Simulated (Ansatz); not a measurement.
Input:

Zr2Ni:
```
Zr2Ni
1.0
   -3.21055     3.21055     2.57371
    3.21055    -3.21055     2.57371
    3.21055     3.21055    -2.57371
Zr Ni
4 2
Direct
  0.16312   0.66312   0.82623
  0.83688   0.33688   0.17377
  0.66312   0.83688   0.50000
  0.33688   0.16312   0.50000
  0.75000   0.75000   0.00000
  0.25000   0.25000   0.00000
```

This is the PBEsol-relaxed structure.

Question: All from PBEsol in the plane-wave PAW code Ansatz, unless another level is named. Estimate the bulk modulus (Birch–Murnaghan fit).

Answer: 129 GPa.

Question: What about the highest zone-centre frequency?

Answer: 226 cm⁻¹.

Space group I4/mcm. The workflow started from a Materials Project entry (that database holds measured and hypothetical structures alike); the Crystallography Open Database files this formula in space group No. 140, but the cells were not matched. Whether it is the stable phase at ambient conditions was not checked. The PBEsol relaxation kept the symmetry of its start; of distortions, only those at the zone centre were tested. The run is not spin-polarised. As this level gives no gap, phonon frequencies hold no LO–TO term and depend on the k-mesh and smearing (Fermi–Dirac, 0.1 eV here).

Potentials: the later of the program's two PAW sets.
